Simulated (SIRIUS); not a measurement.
SIRIUS run on Au (Cmcm, 2 atoms in the cell; from Materials Project mp-1008634, changed as shown): self-consistent single point.

Level of theory: LDA (PW92), PseudoDojo 0.4 standard norm-conserving LDA (tails mended) pseudopotentials (plane waves; SIRIUS).

The change in words: volume scaled by 0.94. Reference geometry (Cmcm):
```
CELL_PARAMETERS angstrom
      1.42443    -2.57971     0.00000
      1.42443     2.57971     0.00000
      0.00000     0.00000     4.93868
ATOMIC_POSITIONS crystal
  Au 0.66533 0.33467 0.25000
  Au 0.33467 0.66533 0.75000
```

Reference input (self-consistent single point, DFT, LDA (PW92), plane waves, PseudoDojo 0.4 standard norm-conserving LDA (tails mended) pseudopotentials): parameters.ngridk = 11 11 6; parameters.xc_functionals = [XC_LDA_X, XC_LDA_C_PW]; parameters.gk_cutoff = 8.718 1/bohr; parameters.pw_cutoff = 17.436 1/bohr; parameters.shiftk = 1 1 1; parameters.smearing = fermi_dirac; parameters.smearing_width = 0.00367493 Ha; potentials = PseudoDojo 0.4 standard norm-conserving LDA (tails mended) pseudopotentials; parameters.electronic_structure_method = pseudopotential; parameters.num_bands = 23; parameters.num_mag_dims = 0; parameters.num_dft_iter = 100. This run's input differs from it in these lines:

```diff
@@ -33,5 +33,5 @@
     "lattice_vectors": [
-      [2.6917920323, -4.8749359323, 0.0],
-      [2.6917920323, 4.8749359323, 0.0],
-      [0.0, 0.0, 9.3327450583]
+      [2.6368425761, -4.7754191752, 0.0],
+      [2.6368425761, 4.7754191752, 0.0],
+      [0.0, 0.0, 9.1422266498]
     ],
```

Output (repeated stretches shortened):

```
[find] density tolerance         : 1e-06
[find] total energy tolerance    : 1e-07
[find] iter_solver_tol (initial) : 0.01
[find] iter_solver_tol (target)  : 1e-13
[find] num_dft_iter              : 100
Charges and magnetic moments
--------------------------------------------------------------------------------
total charge          : 38.000000
[find] | SCF iteration   0 out of 100|
[diagonalize] iterative solver tolerance (occupied, empty): 0.01 0.01
[diagonalize] average number of iterations: 3.33333
[find] Charges and magnetic moments
[find] total charge          : 38.000000
[find] Energy
   [... lines left out ...]

[find] Charges and magnetic moments
[find] total charge          : 38.000000
[find] Energy
[find] smearing (-TS)                 :      -0.00098377
[find] Total energy                   :    -295.10593629 (Ha),    -590.21187257 (Ry)
[find] Free energy (E-TS)             :    -295.10692006 (Ha),    -590.21384011 (Ry)
[find] band gap (eV)                  :       0.00000000
[find] Efermi                         :       0.74145731
[find] iteration : 14, RMS (target) : 5.2833e-07 (1.0000e-06) , energy difference (target) : 7.2163e-10 (1.0000e-07)
[find] bands are converged : true
[find] iterative solver converged : true
[find] converged after 15 SCF iterations!
[find] Charges and magnetic moments
[find] total charge          : 38.000000
[find] Energy
[find] smearing (-TS)                 :      -0.00098377
[find] Total energy                   :    -295.10593629 (Ha),    -590.21187257 (Ry)
[find] Free energy (E-TS)             :    -295.10692006 (Ha),    -590.21384011 (Ry)
[find] band gap (eV)                  :       0.00000000
[find] Efermi                         :       0.74145731
[ground_state] === stress tensor components [kbar] ===
[ground_state] === stress_total ===
[ground_state]    18.311156   -0.000000    0.000000
[ground_state]    -0.000000   64.215904    0.000000
[ground_state]     0.000000    0.000000   62.065034
[ground_state] ==== total Forces in Ha/bohr =====
[ground_state] atom:    0, force:       0.0000000      0.0001980     -0.0000000
[ground_state] atom:    1, force:      -0.0000000     -0.0001980      0.0000000
```

The run converged in 15 iterations. SIRIUS prints the stress tensor with tension positive. Against the reference run the free energy falls by 63.2 meV/atom, the pressure goes from -13.18 to -4.82 GPa and the largest force goes from 0.004 to 0.010 eV/Å.

The structure comes from a collection of computed structures, made at another level of theory; the collection holds predicted forms beside known ones. Its lattice was then scaled. No clean gap shows at this smearing width and mesh (spacing up to 0.23 Å⁻¹); the mesh is coarse for partly filled bands, so the values carry mesh errors.

Cost on one core: very roughly 100 core-seconds.

“Tails mended”: in these copies of the files the far tail of each local potential was reset to the Coulomb form.
